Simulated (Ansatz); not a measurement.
# Band structure of CdAg

```
Cd Ag
1.0
     3.33000    0.00000    0.00000
     0.00000    3.33000    0.00000
     0.00000    0.00000    3.33000
Cd Ag
1 1
Direct
  0.50000 0.50000 0.50000
  0.00000 0.00000 0.00000
```

Atom numbers follow the list: Cd1, Ag2.

Conventional cell: a = 3.330 Å, b = 3.330 Å, c = 3.330 Å, α = 90.00°, β = 90.00°, γ = 90.00°. Cd (atom 1) has 8 Ag at 2.88 Å as nearest neighbours. Ag (atom 2) has 8 Cd at 2.88 Å as nearest neighbours.

The cell is COD entry 9008796, as deposited and not checked against the literature; nothing was relaxed.

These are results of DFT, PBEsol, all-electron LAPW, scalar-relativistic (Ansatz 0.2.0), not measurements.

The runs use a Γ-centred 12×12×12 k mesh, Fermi–Dirac smearing of 0.05 eV, basis error target 0.25 meV/atom, no spin polarisation.

Points in fractions of the reciprocal vectors of this cell: Γ (0, 0, 0), X (0, 0.5, 0), M (0.5, 0.5, 0), R (0.5, 0.5, 0.5). The path joins them by straight lines in the order Γ–X–M–Γ–R–X–R–M; legs that retrace an earlier one aren't tabulated. Energies are in eV from the Fermi level.

List the levels at Γ between -5 and 4 eV.

-4.24 (×3).

List the levels at M between -5 and 4 eV.

-4.85, -4.33 (×2), -3.99, -1.44 (×2), 1.45, 1.89.

List the levels at R between -5 and 4 eV.

-3.96 (×2), 2.40.

What is the band gap?

none: with an odd electron count and no spin polarisation the bands can't all be full, a metal in this set-up (spin order or a larger cell could open a gap).
